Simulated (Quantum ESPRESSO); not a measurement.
Sc3Sn2W2Ru, one run as intended and one with a planted mistake

A calculation, not a measurement. The program is pw.x of Quantum ESPRESSO 7.5 (plane-wave density functional theory). The cell is made up: eight metal atoms on a face-centred cubic lattice, with elements, volume, strain and displacements drawn at random and not relaxed, so it may be unstable or far from any real phase. PseudoDojo standard norm-conserving files set the functional (PBE unless stated); there is no spin polarisation or spin-orbit coupling, the Fermi-Dirac width of 0.25 eV means electrons at about 2900 K, and the masses in the input are unused placeholders. The tin pseudopotential is less sure than most, with forces differing by about three percent from a second method on plain tin. Heavy elements are run without spin-orbit coupling, which real alloys of them have. A spin test at this wide smearing found no moment, but such smearing suppresses magnetism that the real alloy may have.

Intended input:

```
&control calculation='scf', pseudo_dir='./dojo.nc.sr.pbe.v0_5.standard.upf', outdir='./o', disk_io='minimal', tprnfor=.true., tstress=.true. /
&system ibrav=0, nat=8, ntyp=4, nbnd=69, ecutwfc=84.00895049, nosym=.true., tot_charge=0,
 occupations='smearing', smearing='fd', degauss=0.0183746611
/
&electrons conv_thr=1.470e-08, electron_maxstep=70, mixing_beta=0.5 /
ATOMIC_SPECIES
Ru 1.0 Ru.upf
Sc 1.0 Sc.upf
Sn 1.0 Sn.upf
W 1.0 W.upf
CELL_PARAMETERS angstrom
0.0336 0.0026 -4.29
-4.1706 -0.0405 0.0336
2.1495 8.4382 2.123
ATOMIC_POSITIONS angstrom
Sc -0.0937 0.0524 -0.0562
Sn -2.1197 2.0437 0.0044
W 0.0098 4.2837 -0.0527
Ru -1.9654 6.238 0.0544
Sc -2.0992 0.119 -2.1142
Sc 0.0731 2.2213 -2.2066
W -2.053 4.2135 -1.9903
Sn -0.0188 6.3142 -2.2306
K_POINTS automatic
6 6 3 1 1 1
```

The log is shortened where brackets say so; the opening notice, blank lines, dates and the lines on written files are dropped, and the path of the files is cut. It prints rydbergs, bohrs and kilobars, and counts compression as positive stress. Its total energy is the free energy E - TS of the whole cell.

Log of the intended run:

```
     Program PWSCF v.7.5
     Parallel version (MPI & OpenMP), running on       4 processor cores
     Number of MPI processes:                 4
     Threads/MPI process:                     1
     [start-up lines left out]
     bravais-lattice index     =            0
     lattice parameter (alat)  =       8.1072  a.u.
     unit-cell volume          =    1016.3838 (a.u.)^3
     number of atoms/cell      =            8
     number of atomic types    =            4
     number of electrons       =       105.00
     number of Kohn-Sham states=           69
     kinetic-energy cutoff     =      84.0090  Ry
     charge density cutoff     =     336.0358  Ry
     scf convergence threshold =      1.5E-08
     mixing beta               =       0.5000
     number of iterations used =            8  plain     mixing
     Exchange-correlation= PBE
                           (   1   4   3   4   0   0   0)
     [axes and pseudopotential details left out]
   Cartesian axes
     site n.     atom                  positions (alat units)
         1        Sc     tau(   1) = (  -0.0218408   0.0122141  -0.0130998  )
         2        Sn     tau(   2) = (  -0.4940873   0.4763722   0.0010256  )
         3        W      tau(   3) = (   0.0022843   0.9985007  -0.0122840  )
         4        Ru     tau(   4) = (  -0.4581211   1.4540344   0.0126803  )
         5        Sc     tau(   5) = (  -0.4893089   0.0277381  -0.4928053  )
         6        Sc     tau(   6) = (   0.0170391   0.5177696  -0.5143431  )
         7        W      tau(   7) = (  -0.4785400   0.9821375  -0.4639251  )
         8        Sn     tau(   8) = (  -0.0043821   1.4717961  -0.5199373  )
     number of k points=    54  Fermi-Dirac smearing, width (Ry)=  0.0184
                       cart. coord. in units 2pi/alat
        k(    1) = (  -0.0876428   0.1281819  -0.0839447), wk =   0.0370370
        k(    2) = (  -0.0843451  -0.2115581  -0.0841247), wk =   0.0370370
     [further k points left out]
     Dense  grid:   105677 G-vectors     FFT dimensions: (  48,  45, 100)
     Estimated max dynamical RAM per process >     382.69 MB
     Estimated total dynamical RAM >       1.42 GB
     Initial potential from superposition of free atoms
     starting charge     104.9872, renormalised to     105.0000
     Starting wfcs are   78 randomized atomic wfcs
     total cpu time spent up to now is        5.8 secs
     per-process dynamical memory:   302.9 Mb
     Self-consistent Calculation
     iteration #  1     ecut=    84.01 Ry     beta= 0.50
     Davidson diagonalization with overlap
     ethr =  1.00E-02,  avg # of iterations =  2.2
     total cpu time spent up to now is       18.9 secs
     total energy              =   -1108.52847909 Ry
     estimated scf accuracy    <       3.95305136 Ry
     iteration #  2     ecut=    84.01 Ry     beta= 0.50
     Davidson diagonalization with overlap
     ethr =  3.76E-03,  avg # of iterations =  6.3
     total cpu time spent up to now is       36.6 secs
     total energy              =   -1108.27409066 Ry
     estimated scf accuracy    <      58.85284133 Ry
     [iterations 3 to 17 left out]
     iteration # 18     ecut=    84.01 Ry     beta= 0.50
     Davidson diagonalization with overlap
     ethr =  8.69E-11,  avg # of iterations =  5.7
     total cpu time spent up to now is      257.2 secs
     total energy              =   -1111.15663781 Ry
     estimated scf accuracy    <       0.00000007 Ry
     iteration # 19     ecut=    84.01 Ry     beta= 0.50
     Davidson diagonalization with overlap
     ethr =  6.34E-11,  avg # of iterations =  2.0
     total cpu time spent up to now is      268.4 secs
     End of self-consistent calculation
     [lines on levels left out]
!    total energy              =   -1111.15663781 Ry
     estimated scf accuracy    <          7.0E-09 Ry
     smearing contrib. (-TS)   =      -0.13594053 Ry
     internal energy E=F+TS    =   -1111.02069728 Ry
     The total energy is F=E-TS. E is the sum of the following terms:
     one-electron contribution =    -279.96184835 Ry
     hartree contribution      =     196.53884244 Ry
     xc contribution           =    -237.60557798 Ry
     ewald contribution        =    -789.99211340 Ry
     convergence has been achieved in  19 iterations
     Forces acting on atoms (cartesian axes, Ry/au):
     atom    1 type  2   force =     0.02338818   -0.06197851    0.01382208
     atom    2 type  3   force =     0.00942360    0.07209054    0.00358217
     atom    3 type  4   force =     0.00104498    0.02647910   -0.01350900
     atom    4 type  1   force =    -0.02097525   -0.03314714   -0.01161195
     atom    5 type  2   force =    -0.00024936   -0.07617221   -0.02094372
     atom    6 type  2   force =    -0.03010886    0.04874759    0.01111177
     atom    7 type  4   force =    -0.00449059    0.03464017    0.00024711
     atom    8 type  3   force =     0.02196731   -0.01065953    0.01730155
     Total force =     0.155561     Total SCF correction =     0.000229
     Computing stress (Cartesian axis) and pressure
          total   stress  (Ry/bohr**3)                   (kbar)     P=       17.45
   0.00005935  -0.00009544   0.00008440            8.73      -14.04       12.42
  -0.00009544   0.00023835  -0.00000198          -14.04       35.06       -0.29
   0.00008440  -0.00000198   0.00005813           12.42       -0.29        8.55
     init_run     :      5.32s CPU      5.57s WALL (       1 calls)
     electrons    :    256.95s CPU    262.57s WALL (       1 calls)
     forces       :      2.09s CPU      2.10s WALL (       1 calls)
     stress       :      7.10s CPU      7.27s WALL (       1 calls)
     [timing details left out]
     PWSCF        :   4m31.71s CPU   4m37.84s WALL
     JOB DONE.
```

A second run has one planted mistake: the files are those of another functional. The input lines that differ:

```
- &control calculation='scf', pseudo_dir='./dojo.nc.sr.pbe.v0_5.standard.upf', outdir='./o', disk_io='minimal', tprnfor=.true., tstress=.true. /
+ &control calculation='scf', pseudo_dir='./dojo.nc.sr.pbesol.v0_4_1.standard.upf', outdir='./o', disk_io='minimal', tprnfor=.true., tstress=.true. /
```

Its log:

```
     Program PWSCF v.7.5
     Parallel version (MPI & OpenMP), running on       4 processor cores
     Number of MPI processes:                 4
     Threads/MPI process:                     1
     [start-up lines left out]
     bravais-lattice index     =            0
     lattice parameter (alat)  =       8.1072  a.u.
     unit-cell volume          =    1016.3838 (a.u.)^3
     number of atoms/cell      =            8
     number of atomic types    =            4
     number of electrons       =       105.00
     number of Kohn-Sham states=           69
     kinetic-energy cutoff     =      84.0090  Ry
     charge density cutoff     =     336.0358  Ry
     scf convergence threshold =      1.5E-08
     mixing beta               =       0.5000
     number of iterations used =            8  plain     mixing
     Exchange-correlation= PBESOL
                           (   1   4  10   8   0   0   0)
     [axes and pseudopotential details left out]
   Cartesian axes
     site n.     atom                  positions (alat units)
         1        Sc     tau(   1) = (  -0.0218408   0.0122141  -0.0130998  )
         2        Sn     tau(   2) = (  -0.4940873   0.4763722   0.0010256  )
         3        W      tau(   3) = (   0.0022843   0.9985007  -0.0122840  )
         4        Ru     tau(   4) = (  -0.4581211   1.4540344   0.0126803  )
         5        Sc     tau(   5) = (  -0.4893089   0.0277381  -0.4928053  )
         6        Sc     tau(   6) = (   0.0170391   0.5177696  -0.5143431  )
         7        W      tau(   7) = (  -0.4785400   0.9821375  -0.4639251  )
         8        Sn     tau(   8) = (  -0.0043821   1.4717961  -0.5199373  )
     number of k points=    54  Fermi-Dirac smearing, width (Ry)=  0.0184
                       cart. coord. in units 2pi/alat
        k(    1) = (  -0.0876428   0.1281819  -0.0839447), wk =   0.0370370
        k(    2) = (  -0.0843451  -0.2115581  -0.0841247), wk =   0.0370370
     [further k points left out]
     Dense  grid:   105677 G-vectors     FFT dimensions: (  48,  45, 100)
     Estimated max dynamical RAM per process >     382.69 MB
     Estimated total dynamical RAM >       1.42 GB
     Initial potential from superposition of free atoms
     starting charge     104.9881, renormalised to     105.0000
     Starting wfcs are   78 randomized atomic wfcs
     total cpu time spent up to now is        6.2 secs
     per-process dynamical memory:   302.9 Mb
     Self-consistent Calculation
     iteration #  1     ecut=    84.01 Ry     beta= 0.50
     Davidson diagonalization with overlap
     ethr =  1.00E-02,  avg # of iterations =  2.2
     total cpu time spent up to now is       19.5 secs
     total energy              =   -1107.12616692 Ry
     estimated scf accuracy    <       4.10688323 Ry
     iteration #  2     ecut=    84.01 Ry     beta= 0.50
     Davidson diagonalization with overlap
     ethr =  3.91E-03,  avg # of iterations =  6.3
     total cpu time spent up to now is       37.3 secs
     total energy              =   -1106.92580009 Ry
     estimated scf accuracy    <      59.77449913 Ry
     [iterations 3 to 17 left out]
     iteration # 18     ecut=    84.01 Ry     beta= 0.50
     Davidson diagonalization with overlap
     ethr =  7.55E-11,  avg # of iterations =  6.2
     total cpu time spent up to now is      253.0 secs
     total energy              =   -1109.85339736 Ry
     estimated scf accuracy    <       0.00000005 Ry
     iteration # 19     ecut=    84.01 Ry     beta= 0.50
     Davidson diagonalization with overlap
     ethr =  5.02E-11,  avg # of iterations =  2.0
     total cpu time spent up to now is      263.9 secs
     End of self-consistent calculation
     [lines on levels left out]
!    total energy              =   -1109.85339736 Ry
     estimated scf accuracy    <          8.9E-09 Ry
     smearing contrib. (-TS)   =      -0.13617482 Ry
     internal energy E=F+TS    =   -1109.71722254 Ry
     The total energy is F=E-TS. E is the sum of the following terms:
     one-electron contribution =    -280.33850473 Ry
     hartree contribution      =     196.11093137 Ry
     xc contribution           =    -235.49753578 Ry
     ewald contribution        =    -789.99211340 Ry
     convergence has been achieved in  19 iterations
     Forces acting on atoms (cartesian axes, Ry/au):
     atom    1 type  2   force =     0.02304213   -0.06183414    0.01311116
     atom    2 type  3   force =     0.00892902    0.07288739    0.00290619
     atom    3 type  4   force =     0.00003321    0.02959341   -0.01541103
     atom    4 type  1   force =    -0.01836758   -0.03913026   -0.01070220
     atom    5 type  2   force =    -0.00046272   -0.07530210   -0.02012575
     atom    6 type  2   force =    -0.02916867    0.05144301    0.01110307
     atom    7 type  4   force =    -0.00408632    0.03677757    0.00350800
     atom    8 type  3   force =     0.02008094   -0.01443487    0.01561057
     Total force =     0.157976     Total SCF correction =     0.000220
     Computing stress (Cartesian axis) and pressure
          total   stress  (Ry/bohr**3)                   (kbar)     P=      -32.89
  -0.00028172  -0.00008989   0.00007951          -41.44      -13.22       11.70
  -0.00008989  -0.00010616  -0.00000441          -13.22      -15.62       -0.65
   0.00007951  -0.00000441  -0.00028289           11.70       -0.65      -41.61
     init_run     :      5.65s CPU      5.89s WALL (       1 calls)
     electrons    :    252.24s CPU    257.66s WALL (       1 calls)
     forces       :      2.07s CPU      2.10s WALL (       1 calls)
     stress       :      7.16s CPU      7.32s WALL (       1 calls)
     [timing details left out]
     PWSCF        :   4m27.45s CPU   4m33.35s WALL
     JOB DONE.
```

|  | intended run | run with the mistake |
| --- | --- | --- |
| free energy (eV) | -15118.056 | -15100.325 |
| entropy term -TS, part of it (eV) | -1.850 | -1.853 |
| pressure (GPa) | 1.74 | -3.29 |
| size of the largest force component (eV/Å) | 1.958 | 1.936 |
| largest change of a force component (eV/Å) |  | 0.154 |
| iterations | 19 | 19 |

For scale, a rerun of the intended cell at a higher cutoff and on a denser mesh moved values by no more than 0.004 eV in energy, 0.02 GPa in stress and 0.004 eV/Å in force, and a second program with other atomic files agreed on that cell to 2 % rms in force and 0.5 GPa in pressure. Files of another functional or element have another zero of energy, so the energy change says nothing on stability.